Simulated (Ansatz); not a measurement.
**Calculated with Ansatz: Fe2B, settings compared**

input.yaml:

```yaml
crystal:
  lattice:
    - [-2.58592184, 2.58592184, 2.15063259]
    - [2.58592184, -2.58592184, 2.15063259]
    - [2.58592184, 2.58592184, -2.15063259]
  atoms:
    - { symbol: B, position: [0.25, 0.25, 0.0] }
    - { symbol: B, position: [0.75, 0.75, 0.0] }
    - { symbol: Fe, position: [0.6661, 0.1661, 0.8322] }
    - { symbol: Fe, position: [0.1661, 0.3339, 0.5] }
    - { symbol: Fe, position: [0.3339, 0.8339, 0.1678] }
    - { symbol: Fe, position: [0.8339, 0.6661, 0.5] }
  symmetry: { tolerance: 0.0003 }
kpoints:
  mp_grid: { grid: [5, 5, 5], shift: [0, 0, 0] }
magnetization:
  spin_polarized: false
scf:
  occupations: { method: gaussian, width: 0.0755 }
hamiltonian:
  pseudopotentials: { kind: paw }
  xc: r2scan
basis:
  ecutwfc: 500
output:
  forces: true
  stress: true
  eigenvalues: true
```

Run with:

```bash
ansatz run input.yaml --threads 1 --pin off --max-ram 2560MiB --backend cpu --events-out ev --progress --plain --runs-dir out
```

Origin of the cell: a database entry, scaled a little.

Output of this run (shortened):

```
SCF iter   1: F=—  HF=-18254.592967 eV  Δρ=2.17e-2  dr2=8.46e-2  dr2_τ=2.61e-1
SCF iter   2: F=—  HF=-18254.774152 eV  Δρ=1.10e-2  dr2=3.51e-2  dr2_τ=1.16e-3  defer=14
SCF iter   3: F=—  HF=-18254.777784 eV  Δρ=6.64e-3  dr2=1.18e-2  dr2_τ=4.89e-4  defer=14
SCF iter   4: F=—  HF=-18254.775975 eV  Δρ=2.71e-3  dr2=1.35e-3  dr2_τ=4.62e-5  defer=14
SCF iter   5: F=—  HF=-18254.776565 eV  Δρ=1.31e-3  dr2=4.96e-4  dr2_τ=6.91e-6  defer=14
SCF iter   6: F=—  HF=-18254.776603 eV  Δρ=2.66e-4  dr2=1.08e-5  dr2_τ=4.18e-7  defer=14
SCF iter   7: F=—  HF=-18254.776628 eV  Δρ=8.70e-5  dr2=1.61e-6  dr2_τ=4.52e-8  defer=14
SCF iter   8: F=-18254.776628 eV  HF=-18254.776628 eV  Δρ=1.28e-5  dr2=3.20e-8  dr2_τ=9.05e-10
SCF 1 converged in 8 iterations: F = -18254.776628 eV  dr2 = 3.20e-8
SCF converged after 8 iterations
Free energy (F): -18254.776628 eV
Harris-Foulkes:  -18254.776628 eV  (|F-HF|=2.08e-9)
Internal energy: -18254.738331 eV  (E = F + TS)
E sigma→0 (E₀):  -18254.757479 eV
Entropy (-TS):   -0.038297 eV (-6.383 meV/atom)
Fermi energy:    17.165829 eV
--- Per-component energies (eV) ---
  E_band       = -962.317937
  E_kinetic    = 1497.359273
  E_local      = -8994.133168  (includes V_loc(G=0)·N_el)
  E_nonlocal   = 888.273727
  E_hartree    = 3808.155259
  E_xc         = -516.443244
  E_vxc        = -756.720975  (∫ρ·V_xc dr)
  E_paw        = -5658.404442  (= ΣΔE_a)
  E_vpaw       = -1266.063519  (= ΣTr[D̂ρ^β])
  E_aug_tail   = 0.001061  (compensation charges beyond the density's cutoff)
  E_vtau       = 52.643334  (kinetic-family band-sum trace: ∫τ·v_τ [+ j·A + Jᵃ·Aᵃ] dr)
  E_ewald      = -9278.352014
  E_core_change = -1.194784  (= ΣΔE_core)
  E_smearing   = -0.038297  (= −TS)
  Σ components = -18254.776628   (vs F -18254.776628, Δ=0.00e0)
--- Forces (eV/Å), atoms counted from 1 ---
  atom   1  B     -0.000000     0.000000     0.000000
  atom   2  B      0.000000     0.000000     0.000000
  atom   3  Fe     0.015647     0.015647     0.000000
  atom   4  Fe    -0.015647     0.015647     0.000000
  atom   5  Fe    -0.015647    -0.015647     0.000000
  atom   6  Fe     0.015647    -0.015647     0.000000
  max |Σ_I F_I| component: 2.78e-17 eV/Å
--- Stress (GPa, compression-positive) ---
      -37.990474      -0.000000       0.000000
       -0.000000     -37.990474       0.000000
        0.000000       0.000000     -29.106235
  P = ⅓ Tr σ = -35.0291 GPa (-350.291 kbar)
```

The same input was run again with these changes:

1. `scf.convergence.dr2_threshold` default → 1.0e-05
2. `scf.eigensolver.kind` default → davidson; `basis.precision` default → f64; `scf.lower_state_search` default → "off"; `scf.algorithm` default → direct_min
3. `hamiltonian.pseudopotentials` { kind: paw } → { kind: nc, accuracy: standard }; `scf.n_extra_bands` default → 2; `scf.initial_density.chi_scale` default → 0.0

| run | end | SCF iterations | P (GPa) | max force component (eV/Å) | moment (μB) | ΔE(σ→0) (meV/atom) |
| --- | --- | --- | --- | --- | --- | --- |
| base | converged | 8 | -35.03 | 0.016 | – | 0 |
| 1 | converged | 7 | -35.02 | 0.015 | – | 0.00 |
| 2 | converged | 8 | -35.03 | 0.016 | – | 0.00 |
| 3 | converged | 9 | -75.63 | 0.322 | – | – |

Energies are compared only where functional, datasets, charge and starting cell are the same.

Not properties of the system: run 3 (too coarse or loose: `scf.n_extra_bands` = 2).

Caveats of the base run: no spin polarisation, so a magnetic state may lie lower; the k mesh is coarse if the cell is a metal.

Run 1: the SCF threshold is loose for forces.
Run 3: the cutoff lies below the datasets' advice; the norm-conserving files were made for PBE, not for this functional.

The base run ran for 3.3 s on 1 thread of Intel(R) Xeon(R) 6975P-C (Granite Rapids), on a shared host, peak memory 0.61 GiB, from the program's own first density.
